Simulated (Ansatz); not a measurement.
According to LDA in the plane-wave PAW code Ansatz, Al$_{2}$Au in the fluorite or antifluorite type structure (Fm-3m) relaxes to a = 5.956 Å. Au has 8 nearest neighbours from 2.58 Å (cubic). Its formation energy from the elements is -0.50 eV/atom, with no fitted shifts.

Electronic character: metallic (no gap).

An equation-of-state fit gives a bulk modulus of 121 GPa. The relaxed-ion elastic constants in GPa are C11 = 162, C12 = 101, C44 = 54.4. The elastic constants imply a Debye temperature near 300 K. The highest mode at Γ lies at 268 cm⁻¹.

Symmetry was held in the LDA relaxation. As this level gives no gap, shear constants depend on the k-mesh and smearing (Fermi–Dirac, 0.1 eV here). As this level gives no gap, phonon frequencies hold no LO–TO term and depend on the k-mesh and smearing (Fermi–Dirac, 0.1 eV here). The references are the lowest solids computed at this level, not always the standard phases. Scalar-relativistic: spin–orbit coupling is off unless named, which matters more the heavier the elements.

Potentials: the earlier of the program's two PAW sets. The files were generated under PBE; for other functionals the program regenerates the frozen cores, and for LDA and PBEsol the local potential too.
